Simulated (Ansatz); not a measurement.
MnGe in space group P2_13 (No. 198; Mn on 4a, Ge on 4a), PBEsol (plane waves, PAW; program Ansatz), all energies at zero smearing, with the estimated change up to a 700 eV cutoff added, with one set of potentials and settings (totals compare only within such a set). Cell of 8 atoms (4 Mn, 4 Ge): -32490.427 eV.

```
element                              reference phase  E (eV/atom)
-------  -------------------------------------------  -----------
Mn       I-43m, 29 atoms in the cell, spin-polarised   -3868.8262
Ge                        Fd-3m, 2 atoms in the cell   -4253.4978
```

Formation energy per atom, worked out: (-32490.427 − 4×(-3868.8262) − 4×(-4253.4978))/8 = -0.141 eV/atom (-14 kJ per mol of atoms), at 0 K, without zero-point energy or fitted corrections.

The first step of the workflow began from a Materials Project structure, measured or hypothetical; the Crystallography Open Database copy checked does not list it. Its standing as an ambient phase is unchecked. The cell was relaxed with PBEsol under the symmetry of its start; whether a distortion lowers the energy is not shown. Spin order of the final state: ferromagnetic, chosen from 4 collinear starts compared on coarse meshes (ties went to the first, and starts can fall back to one state), not a proven ground state. The references are the lowest solids computed at this level, not always the standard phases.

Potentials: the later of the program's two PAW sets.
